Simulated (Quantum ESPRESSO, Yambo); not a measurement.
LiF at -1.5 % isotropic strain: DFT and GW levels

```cif
data_F4Li4
_chemical_formula_sum 'Li4 F4'
_space_group_name_H-M_alt 'Fm-3m'
_space_group_IT_number 225
_space_group_name_Hall '-F 4 2 3'
_cell_length_a 3.94134
_cell_length_b 3.94134
_cell_length_c 3.94134
_cell_angle_alpha 90.000
_cell_angle_beta 90.000
_cell_angle_gamma 90.000
loop_
_atom_site_label
_atom_site_type_symbol
_atom_site_symmetry_multiplicity
_atom_site_Wyckoff_symbol
_atom_site_fract_x
_atom_site_fract_y
_atom_site_fract_z
_atom_site_occupancy
Li1 Li 4 a 0.00000 0.00000 0.00000 1
F1 F 4 b 0.50000 0.50000 0.50000 1
```
(The calculation used a cell of 2 atoms; values per cell refer to that cell.)

The PBEsol cell relaxed from Materials Project entry mp-1138 was given an isotropic strain of -1.5 % on all lattice vectors, and the atoms were relaxed again.

Starting point: PBEsol (Quantum ESPRESSO, PseudoDojo norm-conserving, 84 Ry, scalar-relativistic). G0W0 in Yambo: 8×8×8 Γ-centred k mesh, 65 bands and a 14 Ry block in the screening, 65 bands in G with the Bruneval-Gonze terminator, plasmon pole fitted at 27.2 eV.

- PBEsol gap along the band path = 9.54 eV
- PBEsol gap between the mesh's edge points (Γ → Γ) = 9.54 eV
- G0W0 gap between the same points = 14.23 eV

| k point | band | E PBEsol (eV) | E QP (eV) | shift (eV) | Z |
|---|---|---|---|---|---|
| Γ | VB | 0.00 | -2.96 | -2.96 | 0.83 |
| Γ | CB | 9.54 | 11.27 | 1.73 | 0.89 |
| L | VB | -0.25 | -3.26 | -3.01 | 0.83 |
| L | CB | 10.97 | 12.77 | 1.80 | 0.90 |
| K | VB | -0.82 | -3.89 | -3.08 | 0.83 |
| K | CB | 14.77 | 16.84 | 2.07 | 0.89 |

Energies count from the PBEsol valence-band maximum.

Convergence of the G0W0 settings was not tested.
